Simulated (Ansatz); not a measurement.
Relaxation of a generated cell, Te3As2 placed in the stibnite structure type; 20 atoms in the cell, which starts as Pnma (No. 62), oP20; a = 12.247 Å, b = 4.157 Å, c = 12.186 Å, α = β = γ = 90.00°. These are r2SCAN (plane waves to 500 eV, PAW, scalar-relativistic; Ansatz, a quantum-chemistry and plane-wave program) values and carry that method's errors. Γ-centred k-mesh 2×5×2 on the run's cell (coarser than for final values), Fermi–Dirac smearing 0.05 eV. This is the first round of the run. 

The optimiser's lines from the output (shortened; P is positive under compression):

```
relax step   1: F+E_penalty+E_count = -122852.62372967 eV  Δ(F+E_penalty+E_count) = +0.000e0 eV  max|allowed force component| = 8.102e-1 eV/Å  Δτ_max = 0.0000 Å  P = -1.661 GPa  Ω = 620.442 Å³  (9 SCF iters, dr2 threshold 1.00e-7 eV, accepted)
relax step   2: F+E_penalty+E_count = -122853.29099539 eV  Δ(F+E_penalty+E_count) = -6.673e-1 eV  max|allowed force component| = 2.448e-1 eV/Å  Δτ_max = 0.1948 Å  P = +0.480 GPa  Ω = 602.252 Å³  (7 SCF iters, dr2 threshold 2.00e-6 eV, accepted)
relax step   3: F+E_penalty+E_count = -122853.43928003 eV  Δ(F+E_penalty+E_count) = -1.483e-1 eV  max|allowed force component| = 1.219e-1 eV/Å  Δτ_max = 0.1316 Å  P = +0.145 GPa  Ω = 618.685 Å³  (7 SCF iters, dr2 threshold 2.00e-6 eV, accepted)
relax step   4: F+E_penalty+E_count = -122853.45620794 eV  Δ(F+E_penalty+E_count) = -1.693e-2 eV  max|allowed force component| = 1.961e-1 eV/Å  Δτ_max = 0.1022 Å  P = +0.219 GPa  Ω = 627.209 Å³  (8 SCF iters, dr2 threshold 9.28e-7 eV, accepted)
relax step   5: F+E_penalty+E_count = -122853.47187872 eV  Δ(F+E_penalty+E_count) = -1.567e-2 eV  max|allowed force component| = 1.824e-1 eV/Å  Δτ_max = 0.0903 Å  P = +0.085 GPa  Ω = 639.642 Å³  (7 SCF iters, dr2 threshold 2.00e-6 eV, accepted)
relax step   6: F+E_penalty+E_count = -122853.49943183 eV  Δ(F+E_penalty+E_count) = -2.755e-2 eV  max|allowed force component| = 3.015e-2 eV/Å  Δτ_max = 0.0627 Å  P = -0.028 GPa  Ω = 634.760 Å³  (7 SCF iters, dr2 threshold 2.00e-6 eV, accepted)
relax step   7: F+E_penalty+E_count = -122853.50069651 eV  Δ(F+E_penalty+E_count) = -1.265e-3 eV  max|allowed force component| = 1.845e-2 eV/Å  Δτ_max = 0.0253 Å  P = -0.025 GPa  Ω = 637.447 Å³  (7 SCF iters, dr2 threshold 5.68e-8 eV, accepted)
relax step   8: F+E_penalty+E_count = -122853.50133417 eV  Δ(F+E_penalty+E_count) = -6.377e-4 eV  max|allowed force component| = 3.780e-3 eV/Å  Δτ_max = 0.0124 Å  P = -0.004 GPa  Ω = 636.840 Å³  (7 SCF iters, dr2 threshold 2.13e-8 eV, accepted)
relax step   9: F+E_penalty+E_count = -122853.50459125 eV  Δ(F+E_penalty+E_count) = -3.257e-3 eV  max|allowed force component| = 3.815e-3 eV/Å  Δτ_max = 0.0000 Å  P = -0.001 GPa  Ω = 636.840 Å³  stress off target by 8.40e-3 GPa  SCF on the basis re-selected at this cell (its energy is not comparable with the rows above)  (7 SCF iters)
```

From the first to the last row the energy changes by -0.04 eV/atom and the volume by +2.6 %. The last row is marked as not comparable with the walk above it, whose basis was carried along; it does compare with step 1, since both stand on a basis selected at the nominal cutoff for their own cell.

Later rounds, restarted from the end of this one on a renewed k-mesh, logged 6 more steps and released under 0.01 eV/atom more. The final structure after all rounds: Pnma (No. 62), oP20, AFLOW prototype A3B2_oP20_62_3c_2c (D5_8, as in Sb2S3); a = 13.074 Å, b = 4.023 Å, c = 12.159 Å, α = β = γ = 90.00°. Between re-selections the logged energies stand on a plane-wave basis carried along with the cell. No spin polarisation in the result.

The run could not lose the symmetry of its start: the end is stationary, and may be a saddle point rather than a minimum.

The relaxed structure here is a generated cell of Te3As2: the first start was made by placing the elements on the sites of a structure type, and the end was not matched to a known phase here, so it may be hypothetical.
